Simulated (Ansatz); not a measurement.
# Is this Cd3TeSe2 structure stable?

The cell was found from a structure generator's guess, not taken from experiment.

Level of theory: Ansatz 0.2.0, DFT PBE, scalar-relativistic, plane waves, PAW. The final run on the 6-atom cell used 420 eV, a Γ-centred 12×12×4 mesh, 0.01 eV smearing and no spin polarisation.

```xyz
6
Lattice="4.4816 0.0000 0.0000 -2.2408 3.8811 0.0000 0.0000 0.0000 10.9801" Properties=species:S:1:pos:R:3 pbc="T T T"
Cd    0.0000    0.0000    0.0038
Cd    0.0000    2.5874    7.4634
Cd    2.2408    1.2937    3.5060
Te    0.0000    2.5874    4.6044
Se    0.0000    0.0000    8.2965
Se    2.2408    1.2937    0.8310
```

Energies over the elements count from the elements' standard structures at the same level, with no fitted energy shifts.

Problem. These tests were run: energy against the elements; phonons on a 2×2×1 q mesh. What do they show?

Solution.

| test | result |
| --- | --- |
| energy against the elements | −0.561 eV/atom |
| phonons on a 2×2×1 q mesh | no imaginary mode on the mesh, but the interpolation dips to 5i cm⁻¹ between its points |

It fails none of these tests. Other phases of the system weren't compared here, so this isn't yet thermodynamic stability.

Spin–orbit coupling, which can matter for Te, is left out. The reference forms of Se and Te are held partly by dispersion forces, which this level lacks. The run for the phonons used a 12×12×4 k mesh.
